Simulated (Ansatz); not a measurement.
AlRu (CsCl type, space group No. 221) under volume change, r²SCAN (plane waves, PAW; program Ansatz), scaled uniformly.

| V (Å³/atom) | E − E(relaxed) (meV/atom) | P (GPa) |
|---|---|---|
| 12.071 | 87.6 | 25.54 |
| 12.469 | 36.8 | 15.63 |
| 12.867 | 8.7 | 7.20 |
| 13.265 | 0.0 | 0.01 |
| 13.663 | 7.8 | -6.10 |
| 14.061 | [?] | [?] |
| 14.459 | [?] | [?] |

Problem. What belongs in the gaps?

Solution. 
- 14.459, E − E(relaxed) (meV/atom): 63.3
- 14.459, P (GPa): -15.73
- 14.061, E − E(relaxed) (meV/atom): 29.6
- 14.061, P (GPa): -11.31

Problem. What does a third-order Birch–Murnaghan fit give for V₀, B₀ and B′?

Solution. V₀ = 13.27 Å³/atom, B₀ = 220 GPa, B′ = 4.3.

Space group Pm-3m (CsCl type). The r²SCAN relaxation kept the symmetry of its start; phonons on a q-mesh show no instability. No spin polarisation was allowed. Scalar-relativistic: spin–orbit coupling is off unless named, which matters more the heavier the elements.

Potentials: the later of the program's two PAW sets.
